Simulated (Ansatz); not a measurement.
Hf$_{3}$ZnN: computed property card

Hf3ZnN:
```
CELL_PARAMETERS angstrom
      1.65683    -5.60720     0.00000
      1.65683     5.60720     0.00000
      0.00000     0.00000     8.76947
ATOMIC_POSITIONS crystal
  Hf 0.62875 0.37125 0.04673
  Hf 0.37125 0.62875 0.95327
  Hf 0.37125 0.62875 0.54673
  Hf 0.62875 0.37125 0.45327
  Hf 0.95166 0.04834 0.25000
  Hf 0.04834 0.95166 0.75000
  Zn 0.25347 0.74653 0.25000
  Zn 0.74653 0.25347 0.75000
  N  0.00000 0.00000 0.00000
  N  0.00000 0.00000 0.50000
```

Space group Cmcm (No. 63); conventional cell a = 3.314 Å, b = 11.214 Å, c = 8.769 Å, α = 90.00°, β = 90.00°, γ = 90.00°.

Method: r²SCAN in the plane-wave PAW code Ansatz. The cell and atoms are relaxed at this level. Other levels are named where they apply.

Cell and energy:

```yaml
volume_per_atom: 16.29 Å³
density: 12.53 g/cm³
Formation energy from the elements (no fitted shifts): -0.98 eV/atom
```

Electronic structure:

```yaml
electronic_character: metallic (no gap)
Density of states at the Fermi level: 0.61 states/eV per atom (mean over ±0.08 eV)
```

The first step of the workflow began from a Materials Project structure, measured or hypothetical; the Crystallography Open Database copy checked does not list it. Whether it is the stable phase at ambient conditions was not checked. Symmetry was held in the r²SCAN relaxation; whether a distortion lowers the energy is not shown. No spin polarisation was allowed. The references are the lowest solids computed at this level, not always the standard phases (solids in place of the gases). Scalar-relativistic: spin–orbit coupling is off unless named, which matters more the heavier the elements.

Potentials: the later of the program's two PAW sets.
